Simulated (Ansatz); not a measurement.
With plane-wave PAW PBE (Ansatz code), AlV2C in the hexagonal phase (P6_3/mmc; Al on 2c, V on 4f, C on 2a) relaxes to a = 2.907 Å, c = 13.128 Å. Al has 12 nearest neighbours from 2.74 Å (anticuboctahedral); C has 6 nearest neighbours from 2.02 Å (octahedral). Against the elements it lies at -0.53 eV/atom, with no fitted shifts.

Electronic character: metallic (no gap).

The bulk modulus is 173 GPa.

The PBE relaxation kept the symmetry of its start. The run is not spin-polarised. The references are the lowest solids computed at this level, not always the standard phases.

Potentials: the earlier of the program's two PAW sets.
